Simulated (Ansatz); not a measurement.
# Band structure of Zn

```
Zn
1.0
     2.66480    0.00000    0.00000
    -1.33240    2.30778    0.00000
     0.00000    0.00000    4.94670
Zn
2
Direct
  0.33333 0.66667 0.25000
  0.66667 0.33333 0.75000
```

Atoms are numbered in the order listed.

The conventional cell has a = 2.665 Å, b = 2.665 Å, c = 4.947 Å, α = 90.00°, β = 90.00°, γ = 120.00°. Around Zn (atom 1) lie 12 Zn at 2.66 to 2.91 Å.

The cell comes from COD entry 9008522, which wasn't checked; take it as a given geometry.

The calculation used Ansatz 0.2.0, DFT, PBEsol, all-electron LAPW, scalar-relativistic.

Settings: a Γ-centred 16×16×8 k mesh, Fermi–Dirac smearing of 0.03 eV, basis error target 0.25 meV/atom, no spin polarisation.

Points in fractions of the reciprocal vectors of this cell: Γ (0, 0, 0), M (0.5, 0, 0), K (0.333, 0.333, 0), A (0, 0, 0.5), L (0.5, 0, 0.5), H (0.333, 0.333, 0.5). The path joins them by straight lines in the order Γ–M–K–Γ–A–L–H–A–L; legs that retrace an earlier one aren't tabulated. Energies are in eV from the Fermi level.

(1) Is there a gap?

(2) List the levels between -14 and 2 eV at the symmetry points.

## Answers

(1) none: bands cross the Fermi level, a metal.

(2) 
Γ: -10.47, -8.62, -7.91, -7.68 (×2), -7.63 (×2), -7.30 (×2), -7.09 (×2), -3.71, -3.09
M: -8.42, -8.34, -8.17, -7.69, -7.53, -7.52, -7.21, -7.10, -6.91, -6.89, -2.91, -2.23
K: -8.03, -7.85 (×2), -7.77, -7.69 (×2), -7.49, -7.26, -7.19 (×2), -0.06 (×2), 0.08
A: -9.19 (×2), -7.67 (×4), -7.64 (×2), -7.17 (×4)
L: -8.40 (×2), -8.10 (×2), -7.32 (×2), -7.11 (×2), -6.90 (×2), -1.94 (×2), 0.05 (×2)
H: -7.94 (×2), -7.83 (×2), -7.65 (×2), -7.47 (×2), -7.09 (×2), 0.88 (×2), 1.74 (×2)
